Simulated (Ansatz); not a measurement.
**BaZnPF squeezed and stretched**

A database entry relaxed whole under r2SCAN (P4/nmm):

```
Ba Zn P F
1.0
     4.14249    0.00000    0.00000
     0.00000    4.14249    0.00000
     0.00000    0.00000    9.49427
Ba Zn P F
2 2 2 2
Direct
  0.50000 0.00000 0.33119
  0.00000 0.50000 0.66881
  0.50000 0.50000 0.00000
  0.00000 0.00000 0.00000
  0.00000 0.50000 0.14695
  0.50000 0.00000 0.85305
  0.50000 0.50000 0.50000
  0.00000 0.00000 0.50000
```

The cell was scaled uniformly, its shape held, and the atoms relaxed at each volume with plane-wave PAW DFT (Ansatz 0.2.0; r2SCAN, 500 eV, 8×8×4 Γ-centred mesh, fermi-dirac occupations of width 0.020 eV; no spin, no spin-orbit coupling). One row is withheld.

```
volume (Å³/atom)  energy over the lowest (meV/atom)  pressure (GPa)  gap over mesh and path (eV)
          19.144                               15.5            4.29                        0.723
          19.551                                6.6            2.70                        0.726
          19.958                                1.6            1.28                        0.726
          20.365                                0.0            0.00                        0.722
          20.773                                1.5           -1.14                        0.718
          21.180                                  ?               ?                            ?
          21.587                               12.4           -3.07                        0.693
```

Question: Fit the pressures of the other rows to the third-order Birch-Murnaghan form.

Answer: With f = [(V₀/V)^(2/3) − 1]/2 and P = 3B₀f(1 + 2f)^(5/2)[1 + 3(B₀′ − 4)f/2], least squares gives V₀ = 20.37 Å³ an atom, B₀ = 60.2 GPa and B₀′ = 4.5; the rows miss the fit by less than 0.01 GPa. The slope of the energies differs from these pressures by less than 0.05 GPa.

Question: How does the gap move with volume?

Answer: A parabola in ln(V/V₀) through the other rows has the slope dE_g/d ln V = -0.3 eV at V₀, so by B₀ the gap moves by +4 meV a GPa at this fixed shape: it widens under pressure.

Question: What does the withheld row hold?

Answer: The fit gives -2.16 GPa at 21.180 Å³; the run gave -2.16 GPa and 5.7 meV an atom. Its gap is 0.706 eV, against 0.706 eV from the parabola.

Caveats: the shape of the cell was held, so B₀ is an upper bound where the axes differ in stiffness; 0 K, fixed nuclei; the symmetry was kept, and this need not be the phase that is stable at 0 K; one mesh for all volumes; r2SCAN gaps lie as a rule under measured ones; the slope of the gap can be off by tens of per cent, more where shallow d levels or spin-orbit coupling act on the edges; pressure is positive in compression.
